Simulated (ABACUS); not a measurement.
Worked example: self-consistent single point of Ti (P2_1/m, 2 atoms in the cell; from Materials Project mp-46, changed as shown) in ABACUS.

Method: LDA (PW92), PseudoDojo 0.4 standard norm-conserving LDA (tails mended) pseudopotentials (plane waves; ABACUS).

The change in words: lattice vector a scaled by 1.01. Reference geometry (P6_3/mmc):
```yaml
crystal:
  lattice:
    - [2.93573, 0.00000, 0.00000]
    - [-1.46786, 2.54242, 0.00000]
    - [0.00000, 0.00000, 4.64086]
  atoms:
    - { symbol: Ti, position: [0.33333, 0.66667, 0.25000] }
    - { symbol: Ti, position: [0.66667, 0.33333, 0.75000] }
```

Reference input (self-consistent single point, DFT, LDA (PW92), plane waves, PseudoDojo 0.4 standard norm-conserving LDA (tails mended) pseudopotentials): KPT = Gamma 10 10 6 0 0 0; basis_type = pw; dft_functional = PWLDA; ecutwfc = 84 Ry; smearing_method = mv; smearing_sigma = 0.0199916 Ry; potentials = PseudoDojo 0.4 standard norm-conserving LDA (tails mended); symmetry = 1; symmetry_prec = 1e-05; ks_solver = cg; scf_nmax = 100; scf_thr = 1.0e-09 Ry. This run's input differs from it in these lines:

```diff
@@ -26,3 +26,3 @@
 LATTICE_VECTORS
-   5.5477256758    0.0000000000    0.0000000000
+   5.6032023657    0.0000000000    0.0000000000
   -2.7738628379    4.8044718246    0.0000000000
```

The program printed (abridged):

```
 SELF-CONSISTENT
 -------------------------------------------
                                 init_chg = atomic

 PW ALGORITHM --------------- ION=   1  ELEC=   1--------------------------------
 Notice: Threshold on eigenvalues was too large.

 Density error is 0.0759536796196
                          Error Threshold = 0.00010444304496
 E_KohnSham     -237.3485288042      -3229.2924036536
 E_Fermi        0.9883020572         13.4465393227

 PW ALGORITHM --------------- ION=   1  ELEC=   2--------------------------------

 Density error is 0.0267020917608
                          Error Threshold = 0.000316473665082
   [... lines left out ...]

 Density error is 2.40745865019e-07
                          Error Threshold = 1.22822463239e-08
 E_KohnSham     -237.3769370214      -3229.6789172782
 E_Fermi        0.9529110691         12.9650202270

 PW ALGORITHM --------------- ION=   1  ELEC=   9--------------------------------

 Density error is 5.93160697869e-10
                          Error Threshold = 1.00310777091e-09
 E_KohnSham     -237.3769371116      -3229.6789185059
 E_KS(sigma->0) -237.3769123355      -3229.6785814090
 E_entropy(-TS) -0.0000495523        -0.0006741939
 E_Fermi        0.9529647102         12.9657500516
 charge density convergence is achieved
 final etot is -3229.6789185 eV
 EFERMI = 12.965750052 eV

 STATE ENERGY(eV) AND OCCUPATIONS    NSPIN == 1
   [... 19 lines left out ...]

 TOTAL-FORCE (eV/Angstrom)
                       Ti1        -0.0127465142        -0.0228652955         0.0000000000
                       Ti2         0.0127465142         0.0228652955         0.0000000000

 TOTAL-STRESS (KBAR)
       -96.3165724134        -3.1484395453         0.0000000000
        -3.1484395453       -85.4970204800         0.0000000000
         0.0000000000         0.0000000000       -90.1594628166
 TOTAL-PRESSURE: -90.657685 KBAR

 --------------------------------------------
 !FINAL_ETOT_IS -3229.6789185059219562 eV
 --------------------------------------------
```

The run converged in 9 iterations. Against the reference run the free energy rises by 9.7 meV/atom, the pressure goes from -8.14 to -9.07 GPa and the largest force goes from 0.000 to 0.026 eV/Å.

The structure comes from a collection of computed structures, made at another level of theory; the collection holds predicted forms beside known ones. No clean gap shows at this smearing width and mesh (spacing up to 0.25 Å⁻¹); the mesh is coarse for partly filled bands, so the values carry mesh errors.

Cost on one core: roughly 9 core-minutes.

“Tails mended”: in these copies of the files the far tail of each local potential was reset to the Coulomb form.
